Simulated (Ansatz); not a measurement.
Values for one crystal, relaxed and computed with PBEsol (plane waves, PAW; program Ansatz); other levels are named.

* **Volume per atom**: 23.64 Å³
* **Electronic character**: metallic (no gap)
* **Mechanical stability**: stable (all eigenvalues of C positive)
* **Poisson's ratio**: 0.25
* **Highest zone-centre frequency**: 232 cm⁻¹
* **Elastic constants (relaxed ions, GPa)**: C11 = 105, C12 = 39.4, C13 = 30.6, C33 = 105, C44 = 32.7
* **Zone-centre stability**: no imaginary mode at Γ

Which of these materials gives this?
A) Co, hcp (Mg type)
B) Ru, hcp (Mg type)
C) Sc, hcp (Mg type)
D) Ni, hcp (Mg type)

C, Sc, hcp (Mg type)

Space group P6_3/mmc (hcp (Mg type)). The PBEsol relaxation kept the symmetry of its start. The workflow began spin-polarised and lost its moments. As this level gives no gap, shear constants depend on the k-mesh and smearing (Fermi–Dirac, 0.1 eV here). As this level gives no gap, phonon frequencies hold no LO–TO term and depend on the k-mesh and smearing (Fermi–Dirac, 0.1 eV here). On the denser mesh and wider smearing of the elastic run this cell carries a stress of 0.4 GPa.

Potentials: the earlier of the program's two PAW sets.
